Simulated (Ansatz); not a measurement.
**Run times of several calculations on HfO2 with sulfur replacing O**

HfO2 with sulfur replacing O, neutral cell. Cell: 24 atoms, space group F-43m, a = 7.234 Å, b = 7.234 Å, c = 7.234 Å, α = 60.00°, β = 60.00°, γ = 60.00°.

All runs are DFT with Ansatz 0.2.0 on 1 thread of Intel Xeon Platinum 8488C (Sapphire Rapids) (x86_64; 16 cores open to the job, memory cap 3.0 GiB, no GPU), a shared host.

**Question.** Rank the runs by wall time, shortest first.
A. relaxation of the ions, PBE, 420 eV, 3×3×3 k-points, smearing 0.01 eV
B. single point, PBE, 420 eV, 3×3×3 k-points, smearing 0.01 eV
C. single point at relaxed positions, r2SCAN, 500 eV, 3×3×3 k-points, smearing 0.01 eV

**Answer.** B (24 s, 0.77 GiB), C (40 s, 1.3 GiB), A (1.7 min, 0.87 GiB).
